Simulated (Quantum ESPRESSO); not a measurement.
ZrPd3Zn3Ga, different elements on one site, starting from this cell

Computed values, not a measurement. The program is pw.x of Quantum ESPRESSO 7.5 (plane-wave density functional theory). The cell is made up: eight metal atoms on a face-centred cubic lattice, with elements, volume, strain and displacements drawn at random and not relaxed, so it may be unstable or far from any real phase. PseudoDojo standard norm-conserving files set the functional (PBE unless stated); there is no spin polarisation or spin-orbit coupling, the Fermi-Dirac width of 0.25 eV means electrons at about 2900 K, and the masses in the input are unused placeholders. Heavy elements are run without spin-orbit coupling, which real alloys of them have. A spin test at this wide smearing found no moment, but such smearing suppresses magnetism that the real alloy may have.

The runs put different elements on site 1. Cell, positions, cutoff, mesh and smearing stay as in the input of run 1; sites are counted in its order. Stress in the tables is positive in tension.

Input of run 1:

```
&control calculation='scf', pseudo_dir='./dojo.nc.sr.pbe.v0_5.standard.upf', outdir='./o', disk_io='minimal', tprnfor=.true., tstress=.true. /
&system ibrav=0, nat=8, ntyp=4, nbnd=83, ecutwfc=84.00895049, nosym=.true., tot_charge=0,
 occupations='smearing', smearing='fd', degauss=0.0183746611
/
&electrons conv_thr=1.470e-08, electron_maxstep=70, mixing_beta=0.5 /
ATOMIC_SPECIES
Ga 1.0 Ga.upf
Pd 1.0 Pd.upf
Zn 1.0 Zn.upf
Zr 1.0 Zr.upf
CELL_PARAMETERS angstrom
1.9531 3.9499 1.9
0.0433 3.9556 -3.8546
-3.8959 3.934 0.0217
ATOMIC_POSITIONS angstrom
Zr -0.068 -0.005 0.0332
Pd -1.9548 1.9464 0.1321
Zn 0.0382 1.9637 -2.0404
Zn -1.9528 4.0909 -1.8937
Ga 0.0345 3.9772 0.0932
Zn -2.0709 5.9582 0.0258
Pd 0.059 5.8294 -1.8944
Pd -1.9643 7.8692 -1.869
K_POINTS automatic
5 5 5 1 1 1
```

| run | elements on sites 1 to 8 | -TS (eV) | pressure (GPa) | stress xx (GPa) | stress yy (GPa) | stress zz (GPa) | stress yz (GPa) | stress xz (GPa) | stress xy (GPa) | iterations |
| --- | --- | --- | --- | --- | --- | --- | --- | --- | --- | --- |
| 1 | Zr Pd Zn Zn Ga Zn Pd Pd | -0.791 | 12.90 | -12.61 | -13.01 | -13.07 | 0.12 | -1.88 | 1.58 | 13 |
| 2 | Al Pd Zn Zn Ga Zn Pd Pd | -0.581 | 2.10 | -2.76 | -1.90 | -1.65 | -1.70 | -2.30 | 1.61 | 12 |
| 3 | Ti Pd Zn Zn Ga Zn Pd Pd | -0.963 | 4.50 | -4.64 | -4.87 | -4.00 | -0.22 | -1.42 | 1.71 | 15 |
| 4 | W Pd Zn Zn Ga Zn Pd Pd | -0.949 | 4.30 | -4.92 | -5.15 | -2.81 | -0.60 | -1.78 | 2.86 | 13 |
| 5 | Ir Pd Zn Zn Ga Zn Pd Pd | -0.821 | 1.16 | -2.44 | -2.91 | 1.86 | -2.65 | -2.71 | 3.41 | 14 |

Forces Fx Fy Fz (eV/Å):

| site | run 1 | run 2 | run 3 | run 4 | run 5 |
| --- | --- | --- | --- | --- | --- |
| 1 | 0.95 0.28 0.44 | 0.50 0.10 0.57 | 0.54 0.26 0.39 | 0.44 0.21 -0.05 | 0.32 -0.08 -1.30 |
| 2 | -0.01 0.54 -1.79 | -0.01 0.17 -1.97 | 0.05 0.39 -1.81 | 0.01 0.56 -1.76 | -0.10 0.53 -1.73 |
| 3 | -0.19 -0.23 0.94 | -0.26 0.20 0.56 | -0.23 0.02 0.75 | -0.25 0.03 0.79 | -0.29 0.30 0.48 |
| 4 | -0.28 -0.73 0.57 | -0.10 -0.78 0.28 | -0.17 -0.79 0.43 | -0.18 -0.87 0.47 | -0.06 -0.90 0.19 |
| 5 | -1.52 -0.02 -0.87 | -0.86 0.04 -0.14 | -0.91 0.00 -0.23 | -0.71 0.07 -0.08 | -0.29 0.10 0.44 |
| 6 | 0.87 -0.30 -0.47 | 0.62 -0.23 0.07 | 0.62 -0.25 -0.07 | 0.59 -0.26 0.04 | 0.44 -0.22 0.42 |
| 7 | -0.40 0.76 0.77 | 0.00 0.93 0.63 | -0.15 0.70 0.44 | -0.13 0.60 0.51 | -0.43 0.61 1.12 |
| 8 | 0.57 -0.31 0.42 | 0.12 -0.43 0.01 | 0.25 -0.33 0.10 | 0.23 -0.34 0.09 | 0.42 -0.34 0.38 |

Energies are left out, as each element's file has its own zero. A rerun of one cell of this series at a higher cutoff and on a denser mesh moved values by no more than 0.004 eV in energy, 0.08 GPa in stress and 0.007 eV/Å in force, and a second program with other atomic files agreed on that cell to 2 % rms in force and 0.5 GPa in pressure.